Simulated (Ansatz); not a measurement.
SiRh:
```
SiRh
1.0
    4.67270     0.00000     0.00000
    0.00000     4.67270     0.00000
    0.00000     0.00000     4.67270
Si Rh
4 4
Direct
  0.15787   0.34213   0.65787
  0.34213   0.65787   0.15787
  0.65787   0.15787   0.34213
  0.84213   0.84213   0.84213
  0.84746   0.65254   0.34746
  0.65254   0.34746   0.84746
  0.34746   0.84746   0.65254
  0.15254   0.15254   0.15254
```

Relaxed with PBEsol.

### Question
List the phonon frequencies at the special points (DFPT on a 2×2×2 q-mesh, Fourier-interpolated; DFT-PBEsol in the program Ansatz with PAW potentials).

### Answer
In cm⁻¹; no LO–TO term at Γ, as the run had none.

| q | frequencies |
|---|---|
| Γ | 0 0 0 115 173 173 178 178 178 210 210 210 274 274 274 275 275 309 309 309 320 363 363 363 |
| X | 106 106 113 113 137 137 167 167 193 193 219 219 270 270 273 273 306 306 327 327 333 333 392 392 |
| M | 104 104 106 106 158 158 169 169 203 203 216 216 251 251 271 271 305 305 329 329 350 350 403 403 |
| R | 129 129 129 129 137 137 137 137 221 221 221 221 252 252 252 252 308 308 308 308 394 394 394 394 |
| X1 | 106 106 113 113 137 137 167 167 193 193 219 219 270 270 273 273 306 306 327 327 333 333 392 392 |

Space group P2_13. The workflow started from a Materials Project entry (that database holds measured and hypothetical structures alike); the Crystallography Open Database copy checked does not list it. COD files the formula under space group No. 14. Whether it is the stable phase at ambient conditions was not checked. Symmetry was held in the PBEsol relaxation; whether a distortion lowers the energy is not shown. The run is not spin-polarised. As this level gives no gap, phonon frequencies hold no LO–TO term and depend on the k-mesh and smearing (Fermi–Dirac, 0.1 eV here).

Potentials: the earlier of the program's two PAW sets. The files were generated under PBE; for other functionals the program regenerates the frozen cores, and for LDA and PBEsol the local potential too.
